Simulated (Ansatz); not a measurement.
Si3N4: reading a single point

```yaml
crystal:
  lattice:
    - [7.67797, 0.00000, 0.00000]
    - [-3.83899, 6.64932, 0.00000]
    - [0.00000, 0.00000, 2.93763]
  atoms:
    - { symbol: N, position: [0.33330, 0.66670, 0.25000] }
    - { symbol: N, position: [0.66660, 0.33330, 0.75000] }
    - { symbol: N, position: [0.33990, 0.03570, 0.25000] }
    - { symbol: N, position: [0.30420, 0.33990, 0.75000] }
    - { symbol: N, position: [0.96430, 0.30420, 0.25000] }
    - { symbol: N, position: [0.66010, 0.96430, 0.75000] }
    - { symbol: N, position: [0.69580, 0.66010, 0.25000] }
    - { symbol: N, position: [0.03570, 0.69580, 0.75000] }
    - { symbol: Si, position: [0.18420, 0.77040, 0.25000] }
    - { symbol: Si, position: [0.41380, 0.18420, 0.75000] }
    - { symbol: Si, position: [0.22960, 0.41380, 0.25000] }
    - { symbol: Si, position: [0.81580, 0.22960, 0.75000] }
    - { symbol: Si, position: [0.58620, 0.81580, 0.25000] }
    - { symbol: Si, position: [0.77040, 0.58620, 0.75000] }
```

Single point in Ansatz 0.2.0 with PBE, no spin polarisation. Cutoff 420 eV, PAW datasets, 4×4×9 Γ-centred k mesh, fermi-dirac filling (width 0.1 eV).

Question: Which orbitals make up the band edges?

Answer: Within 0.7 eV of the edges, the states project mainly on N p (94 %) below the gap and on Si p (48 %) and N s (17 %) above it.

Question: Metal or insulator? Give the gap.

Answer: The gap is 4.24 eV, indirect (the least direct gap found is 4.49 eV).

Question: Where is the largest force?

Answer: The largest is on Si10 (and as large on other atoms): 2.14 eV/Å, components (-1.63, -1.39, 0.00). It makes 175° with the line to a nearest neighbour, N2 at 1.69 Å, pointing away from it.

Question: What does the stress say?

Answer: The pressure is -0.5 GPa (compression positive), so with the atoms held at these fractions the cell is close to zero pressure; the forces are large, so a full relaxation may end otherwise. The principal stresses -5.3, 2.0, 2.0 GPa differ, so its shape would change too.

Question: Give the Bader charges.

Answer: Bader charges in e: Si +3.11, N -2.38 to -2.32. In the mean Si gives up most and N takes most.

Origin: a database entry at a rescaled volume. Caveats: forces this large suggest misplaced atoms in the database entry; atoms or cell far from equilibrium.
